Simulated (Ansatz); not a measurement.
A geometry of In away from equilibrium: step 2 of the relaxation of a generated cell, In built in the AFLOW prototype A_oC8_64_f (A14, as in I). Level of theory: r2SCAN (plane waves to 500 eV, PAW, scalar-relativistic; Ansatz, an electronic-structure program). Γ-centred k-mesh 10×10×4 on the run's cell (coarser than for final values), Fermi–Dirac smearing 0.05 eV.

```yaml
crystal:
  lattice:
    - [3.06556, -2.04164, 0.00000]
    - [3.06556, 2.04164, 0.00000]
    - [0.00000, 0.00000, 8.69879]
  atoms:
    - { symbol: In, position: [0.82272, 0.17728, 0.13685] }
    - { symbol: In, position: [0.17728, 0.82272, 0.86315] }
    - { symbol: In, position: [0.32272, 0.67728, 0.36315] }
    - { symbol: In, position: [0.67728, 0.32272, 0.63685] }
```

Task: Predict the force on each atom, in eV/Å.

Result: 
| atom | Fx | Fy | Fz |
|---|---|---|---|
| In1 | 0.00 | 0.22 | -0.23 |
| In2 | 0.00 | -0.22 | 0.23 |
| In3 | 0.00 | 0.22 | 0.23 |
| In4 | 0.00 | -0.22 | -0.23 |

Task: What is the pressure?

Result: +3.0 GPa, compression positive.

No spin polarisation in the result.

The run could not lose the symmetry of its start.
